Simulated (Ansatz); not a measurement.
La$_{3}$In (Cu3Au type, Pm-3m) under volume change, plane-wave PAW PBEsol (Ansatz code), scaled uniformly.

```json
[
 {"V (Å³/atom)": "27.873", "E − E(relaxed) (meV/atom)": "___", "P (GPa)": "___"},
 {"V (Å³/atom)": "28.792", "E − E(relaxed) (meV/atom)": "16.6", "P (GPa)": "3.05"},
 {"V (Å³/atom)": "29.711", "E − E(relaxed) (meV/atom)": "3.9", "P (GPa)": "1.41"},
 {"V (Å³/atom)": "30.630", "E − E(relaxed) (meV/atom)": "0.0", "P (GPa)": "0.00"},
 {"V (Å³/atom)": "31.549", "E − E(relaxed) (meV/atom)": "3.6", "P (GPa)": "-1.21"},
 {"V (Å³/atom)": "32.467", "E − E(relaxed) (meV/atom)": "___", "P (GPa)": "___"},
 {"V (Å³/atom)": "33.386", "E − E(relaxed) (meV/atom)": "29.2", "P (GPa)": "-3.16"}
]
```

**Question.** Some entries are withheld; supply them.

**Answer.** 
- 32.467, E − E(relaxed) (meV/atom): 13.6
- 32.467, P (GPa): -2.26
- 27.873, E − E(relaxed) (meV/atom): 39.4
- 27.873, P (GPa): 4.96

**Question.** What does a third-order Birch–Murnaghan fit give for V₀, B₀ and B′?

**Answer.** V₀ = 30.63 Å³/atom, B₀ = 43.6 GPa, B′ = 4.0.

The workflow started from a Materials Project entry (that database holds measured and hypothetical structures alike); the Crystallography Open Database files this formula in space group No. 221, but the cells were not matched. Its standing as an ambient phase is unchecked. The PBEsol relaxation kept the symmetry of its start; of distortions, only those at the zone centre were tested. Spin–orbit coupling is left out wherever it is not named.

Potentials: the later of the program's two PAW sets.
